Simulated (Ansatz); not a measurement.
In r²SCAN (plane waves, PAW; program Ansatz), HfC in the cubic phase (Pm-3m; Hf on 3c, C on 3d) relaxes to a = 4.550 Å. Hf has 4 nearest neighbours from 2.28 Å (square planar); C has 4 nearest neighbours from 2.28 Å (square planar). Its formation energy from the elements is 46 kJ/mol of atoms, with no fitted shifts.

Electronic character: metallic (no gap). Gap from r²SCAN with spin–orbit coupling: none (metallic).

An equation-of-state fit gives a bulk modulus of 163 GPa.

The start of the workflow was typed in or built on a structure type; neither database checked (COD, Materials Project) lists it. It is not the phase usual at ambient conditions (space group No. 225). Symmetry was held in the r²SCAN relaxation; its stability against distortions is not shown here. The run is not spin-polarised. Its formation energy is positive at this level, so the cell may be metastable or incomplete. The references are the lowest solids computed at this level, not always the standard phases. Scalar-relativistic: spin–orbit coupling is off unless named, which matters more the heavier the elements.

Potentials: the earlier of the program's two PAW sets.
